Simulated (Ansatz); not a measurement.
Below is a relaxed structure of Ge4P. The cell was found from a structure generator's guess, not taken from experiment.

All numbers below come from DFT PBE, scalar-relativistic, plane waves, PAW in Ansatz 0.2.0. Cutoff 420 eV, Γ-centred mesh, Gaussian smearing, no spin polarisation.

```cif
data_structure
_symmetry_space_group_name_H-M 'P 1'
_symmetry_Int_Tables_number 1
_cell_length_a 5.4417
_cell_length_b 5.4417
_cell_length_c 5.4417
_cell_angle_alpha 60.000
_cell_angle_beta 60.000
_cell_angle_gamma 60.000
_cell_volume 113.95
loop_
_atom_site_label
_atom_site_type_symbol
_atom_site_fract_x
_atom_site_fract_y
_atom_site_fract_z
_atom_site_occupancy
Ge1 Ge 0.37568 0.87477 0.87477 1
Ge2 Ge 0.87477 0.37568 0.87477 1
Ge3 Ge 0.87477 0.87477 0.37568 1
Ge4 Ge 0.87477 0.87477 0.87477 1
P1 P 0.25000 0.25000 0.25000 1
```

Energies over the elements count from the elements' standard structures at the same level, with no fitted energy shifts. The references include black phosphorus.

(1) Find its symmetry and describe it.

(2) What is its formation energy per atom?

(3) Is it a metal?

Results:

(1) F-43m (No. 216). Conventional cell: a = 7.696 Å. Ge has 6 Ge at 2.72–2.73 Å and 3 P at 3.19 Å; P has 12 Ge at 3.19 Å (long contacts).

(2) +0.66 eV/atom. A positive value: parting into the elements would lower its energy.

(3) Yes, bands cross the Fermi level on the 8×8×8 mesh.

The last run used an 8×8×8 mesh for its 5-atom cell and Gaussian smearing of 0.10 eV. The cell is a metal run without spin; a magnetic state may lie lower. The reference form of P is held partly by dispersion forces, which this level lacks. Symmetry constrained the relaxation, so the result can be a saddle point.
